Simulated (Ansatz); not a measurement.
## Band structure of NbP

```
CELL_PARAMETERS angstrom
-1.67492 1.67492 5.74011
1.67492 -1.67492 5.74011
1.67492 1.67492 -5.74011
ATOMIC_POSITIONS crystal
Nb 0.49988 0.49988 0.00000
Nb 0.24988 0.74988 0.50000
P 0.08275 0.08275 0.00000
P 0.83275 0.33275 0.50000
```

Atom numbers follow the list: Nb1, Nb2, P3, P4.

The conventional cell has a = 3.350 Å, b = 3.350 Å, c = 11.480 Å, α = 90.00°, β = 90.00°, γ = 90.00°. Around Nb (atom 1) lie 6 P at 2.55 Å. P (atom 3) is surrounded by 6 Nb at 2.55 Å.

The cell is the one relaxed in the Materials Project (mp-9339), not relaxed further here; entries there can be hypothetical.

Level of theory: DFT, LDA, all-electron LAPW, scalar-relativistic in Ansatz 0.2.0.

Numerical set-up: a Γ-centred 14×14×14 k mesh, Fermi–Dirac smearing of 0.03 eV, basis error target 1 meV/atom, no spin polarisation.

Points in fractions of the reciprocal vectors of this cell: Γ (0, 0, 0), X (0, 0, 0.5), P (0.25, 0.25, 0.25), N (0, 0.5, 0), M (0.5, 0.5, -0.5), S (0.271, 0.729, -0.271), S0 (-0.271, 0.271, 0.271). The path joins them by straight lines in the order Γ–X–P–N–Γ–M–S–S0–Γ; legs that retrace an earlier one aren't tabulated. Energies are in eV from the Fermi level.

(1) List the levels at M between -5 and 4 eV.

(2) List the levels at P between -5 and 4 eV.

(3) List the levels at N between -5 and 4 eV.

(4) What is the band gap?

## Answers

(1) -4.00 (×2), -2.68 (×2), -2.66 (×2), -0.49 (×2), 1.18 (×2), 2.28 (×2), 3.54 (×2).

(2) -4.49 (×2), -2.86 (×2), -0.39 (×2), 2.95 (×2), 3.02 (×2).

(3) -3.37, -3.19, -2.29, -1.85, -1.51, -0.12, 0.07, 1.30, 2.42, 2.61, 3.24, 3.66.

(4) None at this level of theory (metallic, semimetallic, or a small gap that the functional closes).
